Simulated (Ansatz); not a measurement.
F (hcp type), DFT, LDA, PAW with Ansatz's default frozen-core files, scalar-relativistic (Ansatz 0.2.0), on 1 thread of Arm Neoverse V1 (shared host).

Command: `ansatz run input.yaml --threads 1 --pin off --max-ram 2048MiB --backend cpu --events-out ev --progress --plain --runs-dir out`

```yaml
crystal:
  lattice:
    - [2.6463212685, 0.0, 0.0]
    - [-1.3231606343, 2.2917814451, 0.0]
    - [0.0, 0.0, 4.287040455]
  atoms:
    - { symbol: F, position: [0.2333333333, 0.6166666667, 0.175] }
    - { symbol: F, position: [0.7666666667, 0.3833333333, 0.825] }
kpoints:
  mp_grid: { grid: [13, 13, 7] }
scf:
  occupations: { method: fermi_dirac, width: 0.05 }
hamiltonian:
  xc: lda
  pseudopotentials: { kind: paw }
output:
  forces: true
  stress: true
  eigenvalues: true
  efg: { contact_densities: true }
  populations: true
  write_density: true
  write_potential: true
  elf: true
  volumetric_format: npy
```

(1) How large is the problem that the program sets up?

(2) About how long does it take?

## Answers

(1) 322 irreducible k-points, 537 plane waves at Γ, 11 bands.

(2) 7.5 s of wall time for 9 SCF iterations. Times on shared machines scatter by tens of per cent.
